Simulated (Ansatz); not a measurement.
Ru:
```yaml
crystal:
  lattice:
    - [2.69850, 0.00000, 0.00000]
    - [-1.34925, 2.33697, 0.00000]
    - [0.00000, 0.00000, 4.26464]
  atoms:
    - { symbol: Ru, position: [0.33333, 0.66667, 0.75000] }
    - { symbol: Ru, position: [0.66667, 0.33333, 0.25000] }
```

Relaxed with PBE+D3(BJ). Special points in fractions of this cell's reciprocal vectors: Γ (0.000, 0.000, 0.000); M (0.500, 0.000, 0.000); K (0.333, 0.333, 0.000); A (0.000, 0.000, 0.500); L (0.500, 0.000, 0.500); H (0.333, 0.333, 0.500).

List the band energies nearest the Fermi level at these points for PBE+D3(BJ) (plane waves, PAW; program Ansatz).

In eV from the Fermi level; about four levels below and three above (degenerate sets whole), none deeper than 8.9 eV; … stands for higher levels left out; points with the same levels are listed once.

```
k                                below                above
-  -----------------------------------  -------------------
Γ              -1.97 -1.97 -1.44 -1.44          1.18 1.18 …
M              -3.09 -2.11 -1.84 -1.55       1.42 1.84 1.93
K              -3.85 -2.90 -2.90 -1.11       1.01 1.01 1.45
A  -2.83 -2.83 -2.83 -2.83 -2.76 -2.76                    …
L              -4.61 -4.61 -1.10 -1.10  0.43 0.43 1.68 1.68
H              -2.77 -2.77 -1.23 -1.23          1.22 1.22 …
```

Space group P6_3/mmc (hcp (Mg type)). The PBE+D3(BJ) relaxation kept the symmetry of its start. The run is not spin-polarised. The pairwise dispersion correction was not fitted to metals. Scalar-relativistic: spin–orbit coupling is off unless named, which matters more the heavier the elements.

Potentials: the later of the program's two PAW sets.
